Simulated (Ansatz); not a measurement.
BaTiO3 (tetragonal-perovskite type, space group P4mm)

```
BaTiO3
1.0
    3.95540     0.00000     0.00000
    0.00000     3.95540     0.00000
    0.00000     0.00000     4.04437
Ti Ba O
1 1 3
Cartesian
  1.97770   1.97770   1.80752
  0.00000   0.00000   3.76871
  1.97770   1.97770   3.64757
  1.97770   0.00000   1.66901
  0.00000   1.97770   1.66901
```

The relaxed cell is deformed in two ways at once: its volume V is scaled, and at that volume it is stretched along z (the c axis of the conventional cell) so that c/a changes. Fractional atomic positions are held.

Method: PBEsol (plane waves to 420 eV, PAW, scalar-relativistic; Ansatz, a program for electronic structure). k mesh 8×8×8 (Γ-centred), Fermi-Dirac smearing 0.05 eV. Stress and pressure are positive under compression. As the atoms are clamped, bonds stretch with the cell, which overstates energies and stresses. BaTiO3 is run without spin polarisation. BaTiO3 was relaxed with its symmetry unable to fall.

Changes of σzz (GPa) from the point V/V₀ = 1.000, (c/a)/(c/a)₀ = 1.000 when one coordinate moves alone (two changes are said to add if the coupling is within 5 % of the smaller one, nearly so within 20 %):

```json
[
 {"point": "V/V₀ = 1.000, (c/a)/(c/a)₀ = 0.960", "change": "6.20"},
 {"point": "V/V₀ = 1.000, (c/a)/(c/a)₀ = 0.980", "change": "2.88"},
 {"point": "V/V₀ = 0.920, (c/a)/(c/a)₀ = 1.000", "change": "17.53"},
 {"point": "V/V₀ = 0.960, (c/a)/(c/a)₀ = 1.000", "change": "7.81"},
 {"point": "V/V₀ = 1.040, (c/a)/(c/a)₀ = 1.000", "change": "-6.27"},
 {"point": "V/V₀ = 1.080, (c/a)/(c/a)₀ = 1.000", "change": "-11.31"},
 {"point": "V/V₀ = 1.000, (c/a)/(c/a)₀ = 1.020", "change": "-2.50"},
 {"point": "V/V₀ = 1.000, (c/a)/(c/a)₀ = 1.040", "change": "-4.67"}
]
```

Task: What is the change at V/V₀ = 0.960, (c/a)/(c/a)₀ = 0.960, where both move, and how far is it from the sum?

Result: The sum of the single changes is 7.81 + (6.20) = 14.01; the calculation gives 15.17, so the coupling contributes 1.16 (under 20 % of the smaller single change, nearly additive).

Task: What is the change at V/V₀ = 0.920, (c/a)/(c/a)₀ = 1.040, where both move, and how far is it from the sum?

Result: The sum of the single changes is 17.53 + (-4.67) = 12.86; the calculation gives 10.67, so the coupling contributes -2.19 (over 20 % of the smaller single change, not additive).

Task: Do the two effects add at V/V₀ = 0.960, (c/a)/(c/a)₀ = 0.980? Give the computed change.

Result: The sum of the single changes is 7.81 + (2.88) = 10.69; the calculation gives 11.25, so the coupling contributes 0.56 (under 20 % of the smaller single change, nearly additive).

(Under strain, the slope of the energy per volume gives the stress and its curvature an elastic modulus.)
